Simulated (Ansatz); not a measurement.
The elements of this relaxed trial crystal are hidden behind letters.

```
lattice vectors (Å)
   1.5565   -4.3652    0.0000
   1.5565    4.3652    0.0000
   0.0000    0.0000    3.0634
fractional positions
X 0.0000 0.0000 0.0000
Z 0.5961 0.4039 0.5000
Z 0.2990 0.7010 0.0000
Z 0.7010 0.2990 0.0000
Z 0.4039 0.5961 0.5000
```

Level of theory: DFT PBE, scalar-relativistic, plane waves, PAW in Ansatz 0.2.0. The final run on the 5-atom cell used 420 eV, a Γ-centred 12×12×12 mesh, 0.10 eV smearing and no spin polarisation.

- Space group: Cmmm (No. 65)
- Conventional cell: a = 3.113 Å, b = 8.730 Å, c = 3.063 Å
- Volume per atom: 8.33 Å³
- Density: 3.63 g/cm³
- Energy over the elements: −0.35 eV/atom
- Gap on the 12×12×12 mesh of the 5-atom cell: 0 eV (a metal)

Energies are uncorrected and count from the elements' standard states at the same level.

**Question.** X is a d-block element of period 4 and Z is a p-block element of period 2. Which elements are they?

**Answer.** X = Ti, Z = B, so the formula is TiB4. Density times volume gives a mean mass of 3.63 × 8.33/1.6605 = 18.2 u per atom, and this set has 18.2 u. Among the elements that the hints allow, noble gases aside, only these give it. Ti has 12 B at 2.34–2.35 Å and 2 B at 2.61 Å; B on its first site is surrounded by 1 B at 1.68 Å, 2 B at 1.78 Å and 4 Ti at 2.34 Å; B on its second site has 4 B at 1.78 Å, 2 Ti at 2.35 Å and 1 Ti at 2.61 Å.

This cell was reached by moving the atoms of another relaxed cell at random and relaxing again, last within the group found; it had no such test of its own.
